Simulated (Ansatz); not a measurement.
Mg3GeSe: modes against the lattice constant

All numbers below come from Ansatz, DFT PBE, scalar-relativistic, plane waves, PAW. Plane waves to 420 eV; Γ-centred k mesh 8×8×8; Fermi-Dirac smearing of 0.15 eV. No spin polarisation. Phonons by linear response, acoustic sum rule imposed.

The cell is fixed (symmetry leaves no force on the atoms) and stands under 6.5 GPa:
```cif
data_structure
_symmetry_space_group_name_H-M 'Pm-3m'
_symmetry_Int_Tables_number 221
_cell_length_a 4.7616
_cell_length_b 4.7616
_cell_length_c 4.7616
_cell_angle_alpha 90.000
_cell_angle_beta 90.000
_cell_angle_gamma 90.000
_cell_volume 107.96
loop_
_atom_site_label
_atom_site_type_symbol
_atom_site_symmetry_multiplicity
_atom_site_Wyckoff_symbol
_atom_site_fract_x
_atom_site_fract_y
_atom_site_fract_z
_atom_site_occupancy
Ge1 Ge 1 a 0.00000 0.00000 0.00000 1
Se1 Se 1 b 0.50000 0.50000 0.50000 1
Mg1 Mg 3 c 0.50000 0.50000 0.00000 1
```

Its imaginary modes show that this cell, the ideal cubic antiperovskite prototype, isn't a minimum of the energy. In a metal, frequencies and elastic constants depend on the k mesh and the smearing, soft modes and shear constants most. A semilocal functional can close a gap that the real compound has.

How do the optical zone-centre modes (counted from the lowest optical one, degenerate ones once; i marks imaginary ones) of this metal change over a = 4.762 and 4.925 Å?

## Answers

```tsv
a (Å)	4.762	4.925
pressure (GPa)	6.5	1.3
mode 1 (cm⁻¹)	178i	170i
mode 4 (cm⁻¹)	158i	149i
mode 7 (cm⁻¹)	66	51
mode 10 (cm⁻¹)	497	422
```

Cost: 2 runs of about 7.8 core-minutes in all, on AMD EPYC 7R43 (Zen 3) (shared hosts).